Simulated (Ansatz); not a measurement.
The start is a generated trial cell of Te in the diamond structure type. The structure is fully relaxed (lattice and positions, P = 0) with PBEsol (plane waves to 420 eV, PAW, scalar-relativistic; Ansatz, a program for electronic structure). The first steps use a coarse 6×6×6 k-mesh.

Initial structure:
```
CELL_PARAMETERS angstrom
      0.00000     3.18697     3.18697
      3.18697     0.00000     3.18697
      3.18697     3.18697     0.00000
ATOMIC_POSITIONS crystal
  Te 0.25000 0.25000 0.25000
  Te 0.00000 0.00000 0.00000
```

### Question
By how much does the energy per atom fall from start to end?

### Answer
0.48 eV/atom.

### Question
How does the volume change?

### Answer
+36.0 %, from 32.37 to 44.02 Å³/atom.

The space group stays Fd-3m (No. 227) (the run could not lower it); the end is diamond type, with 2 atoms in the primitive cell. Final values are on a 12×12×12 k-mesh of the relaxed cell. No spin polarisation in the result.

The run could not lower the symmetry of its start; a shaken copy of this end point relaxes with PBEsol to Cmmm (No. 65), 0.49 eV/atom lower.

The relaxed structure here is a generated cell of Te: the first start was made by placing the elements on the sites of a structure type, and the end was not matched to a known phase here, so it may be hypothetical. Known forms of Te include space group No. 152.
